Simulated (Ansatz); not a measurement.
BaZrO₃:
```cif
data_BaO3Zr
_chemical_formula_sum 'Ba1 Zr1 O3'
_space_group_name_H-M_alt 'P 1'
_space_group_IT_number 1
_cell_length_a 4.22721
_cell_length_b 4.22721
_cell_length_c 4.22721
_cell_angle_alpha 90.000
_cell_angle_beta 90.000
_cell_angle_gamma 90.000
loop_
_space_group_symop_operation_xyz
  'x, y, z'
loop_
_atom_site_label
_atom_site_type_symbol
_atom_site_fract_x
_atom_site_fract_y
_atom_site_fract_z
_atom_site_occupancy
Ba1 Ba 0.00000 0.00000 0.00000 1
Zr1 Zr 0.50000 0.50000 0.50000 1
O1 O 0.50000 0.00000 0.50000 1
O2 O 0.00000 0.50000 0.50000 1
O3 O 0.50000 0.50000 0.00000 1
```

Relaxed with PBE.

Which orbitals make up the states near the band edges in DFT-PBE in the program Ansatz with PAW potentials?

Top 1 eV of the valence band: O 2p 94 %. Bottom 1 eV of the conduction band: Zr 4d 86 %, O 2p 7 %, outside the projected shells 7 %. Projections are on Löwdin-orthogonalised atomic valence shells; empty p or d shells of many metals are not among them.

Tabulate the density of states.

States/eV per cell of 5 atoms, in 0.25 eV bins, energy from the valence-band maximum.

| E (eV) | total | O 2p | Zr 4d | Ba 6s |
|---|---|---|---|---|
| -7.85 | 0.00 | 0.00 | 0.00 | 0.00 |
| -7.60 | 0.00 | 0.00 | 0.00 | 0.00 |
| -7.35 | 0.00 | 0.00 | 0.00 | 0.00 |
| -7.10 | 0.00 | 0.00 | 0.00 | 0.00 |
| -6.85 | 0.00 | 0.00 | 0.00 | 0.00 |
| -6.60 | 0.00 | 0.00 | 0.00 | 0.00 |
| -6.35 | 0.00 | 0.00 | 0.00 | 0.00 |
| -6.10 | 0.00 | 0.00 | 0.00 | 0.00 |
| -5.85 | 0.00 | 0.00 | 0.00 | 0.00 |
| -5.60 | 0.00 | 0.00 | 0.00 | 0.00 |
| -5.35 | 0.00 | 0.00 | 0.00 | 0.00 |
| -5.10 | 0.00 | 0.00 | 0.00 | 0.00 |
| -4.85 | 0.00 | 0.00 | 0.00 | 0.00 |
| -4.60 | 0.00 | 0.00 | 0.00 | 0.00 |
| -4.35 | 0.00 | 0.00 | 0.00 | 0.00 |
| -4.10 | 0.00 | 0.00 | 0.00 | 0.00 |
| -3.85 | 0.00 | 0.00 | 0.00 | 0.00 |
| -3.60 | 2.97 | 2.04 | 0.76 | 0.01 |
| -3.35 | 4.31 | 3.03 | 0.92 | 0.05 |
| -3.10 | 3.49 | 2.47 | 0.70 | 0.08 |
| -2.85 | 3.84 | 2.78 | 0.73 | 0.08 |
| -2.60 | 3.35 | 2.51 | 0.54 | 0.05 |
| -2.35 | 6.64 | 4.88 | 1.26 | 0.04 |
| -2.10 | 7.79 | 6.13 | 1.17 | 0.03 |
| -1.85 | 6.08 | 5.09 | 0.58 | 0.01 |
| -1.60 | 3.53 | 3.03 | 0.26 | 0.01 |
| -1.35 | 3.55 | 3.16 | 0.11 | 0.06 |
| -1.10 | 4.20 | 3.82 | 0.09 | 0.06 |
| -0.85 | 7.69 | 7.16 | 0.15 | 0.03 |
| -0.60 | 8.39 | 7.88 | 0.16 | 0.03 |
| -0.35 | 4.09 | 3.94 | 0.03 | 0.01 |
| -0.10 | 2.08 | 2.04 | 0.00 | 0.00 |
| 0.15 | 0.00 | 0.00 | 0.00 | 0.00 |
| 0.40 | 0.00 | 0.00 | 0.00 | 0.00 |
| 0.65 | 0.00 | 0.00 | 0.00 | 0.00 |
| 0.90 | 0.00 | 0.00 | 0.00 | 0.00 |
| 1.15 | 0.00 | 0.00 | 0.00 | 0.00 |
| 1.40 | 0.00 | 0.00 | 0.00 | 0.00 |
| 1.65 | 0.00 | 0.00 | 0.00 | 0.00 |
| 1.90 | 0.00 | 0.00 | 0.00 | 0.00 |
| 2.15 | 0.00 | 0.00 | 0.00 | 0.00 |
| 2.40 | 0.00 | 0.00 | 0.00 | 0.00 |
| 2.65 | 0.00 | 0.00 | 0.00 | 0.00 |
| 2.90 | 0.00 | 0.00 | 0.00 | 0.00 |
| 3.15 | 0.02 | 0.00 | 0.02 | 0.00 |
| 3.40 | 0.44 | 0.01 | 0.40 | 0.00 |
| 3.65 | 0.99 | 0.05 | 0.89 | 0.00 |
| 3.90 | 1.12 | 0.08 | 0.96 | 0.00 |
| 4.15 | 1.41 | 0.14 | 1.15 | 0.00 |
| 4.40 | 1.50 | 0.18 | 1.17 | 0.00 |
| 4.65 | 1.74 | 0.25 | 1.30 | 0.01 |
| 4.90 | 2.36 | 0.35 | 1.60 | 0.02 |
| 5.15 | 2.78 | 0.44 | 1.75 | 0.03 |
| 5.40 | 4.82 | 0.86 | 3.02 | 0.07 |
| 5.65 | 4.25 | 0.71 | 2.32 | 0.12 |
| 5.90 | 2.99 | 0.38 | 1.11 | 0.12 |
| 6.15 | 2.22 | 0.20 | 0.57 | 0.13 |
| 6.40 | 1.90 | 0.15 | 0.29 | 0.15 |
| 6.65 | 3.27 | 0.28 | 0.59 | 0.27 |
| 6.90 | 4.39 | 0.33 | 0.74 | 0.38 |
| 7.15 | 4.62 | 0.35 | 0.74 | 0.51 |
| 7.40 | 5.05 | 0.35 | 1.24 | 0.28 |
| 7.65 | 3.32 | 0.17 | 0.73 | 0.14 |
| 7.90 | 4.92 | 0.19 | 0.63 | 0.09 |

Space group Pm-3m (cubic perovskite). The cell was relaxed with PBE under the symmetry of its start. No spin polarisation was allowed. Spin–orbit coupling is left out wherever it is not named.

Potentials: the later of the program's two PAW sets.
